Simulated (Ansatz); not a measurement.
Rb$_{2}$ScAgCl$_{6}$:
```yaml
crystal:
  lattice:
    - [0.00000, 5.17947, 5.17947]
    - [5.17947, 0.00000, 5.17947]
    - [5.17947, 5.17947, 0.00000]
  atoms:
    - { symbol: Rb, position: [0.75000, 0.75000, 0.75000] }
    - { symbol: Rb, position: [0.25000, 0.25000, 0.25000] }
    - { symbol: Sc, position: [0.00000, 0.00000, 0.00000] }
    - { symbol: Ag, position: [0.50000, 0.50000, 0.50000] }
    - { symbol: Cl, position: [0.76021, 0.23979, 0.23979] }
    - { symbol: Cl, position: [0.23979, 0.76021, 0.76021] }
    - { symbol: Cl, position: [0.23979, 0.76021, 0.23979] }
    - { symbol: Cl, position: [0.76021, 0.23979, 0.76021] }
    - { symbol: Cl, position: [0.23979, 0.23979, 0.76021] }
    - { symbol: Cl, position: [0.76021, 0.76021, 0.23979] }
```

Relaxed with r²SCAN.

### Question
Map the electron localisation function on the plane through (0.750, 0.750, 0.750) spanned by u = [1, 0, 0] and v = [-1, 1, 1] in lattice vectors, from r²SCAN in the plane-wave PAW code Ansatz.

### Answer
x is the fraction of u, y of v (the angle between them is 90°; rows are the nearest grid lines); atoms in the plane: Rb at (0.00, 0.00), Rb at (0.00, 0.50), Sc at (0.50, 0.25), Ag at (0.50, 0.75), Cl at (0.50, 0.49), Cl at (0.50, 0.01).
```
|00599983000589999633699998500038999500|
|88999861000368999999999986300016899988|
|99999730000135789999998753100003799999|
|66531000000000001111110000000000013566|
|00000000000001123455432110000000000000|
|00000000000012356788765321000000000000|
|00000000000012457899875421000000000000|
|00000000000001245666654210000000000000|
|11000000000000011122111000000000000011|
|99986300000001234555543210000000368999|
|99999730000135789999998753100003799999|
|13799973000479999877899997400037999731|
|13799972001589999633699998500027999731|
|99998730000257899999999875200003789999|
|99986200000025789999998752000000268999|
|11000000000000000111100000000000000011|
|00000000000000147888884100000000000000|
|00000000000000488400488400000000000000|
|00000000000000378633687300000000000000|
|00000000000000003577530000000000000000|
|66531000000001345555554310000000013566|
|99998730000257899999999875200003789999|
|88999861000478999877899987400016899988|
|00599983000589999633699998500038999500|
```
Scale: ten equal steps from 0.003 (start of '0') to 0.881 (end of '9'), in the order '0123456789'; x runs from 0.000 to 1.00, y from 0.000 (bottom) to 1.00 (top).

The density is the valence pseudo-density with augmentation charge, so density and ELF within about 1 Å of a nucleus are not all-electron values.

Space group Fm-3m. The workflow started from a Materials Project entry (that database holds measured and hypothetical structures alike); the Crystallography Open Database copy checked does not list it. Whether it is the stable phase at ambient conditions was not checked. Symmetry was held in the r²SCAN relaxation; whether a distortion lowers the energy is not shown. The run is not spin-polarised.

Potentials: the later of the program's two PAW sets.
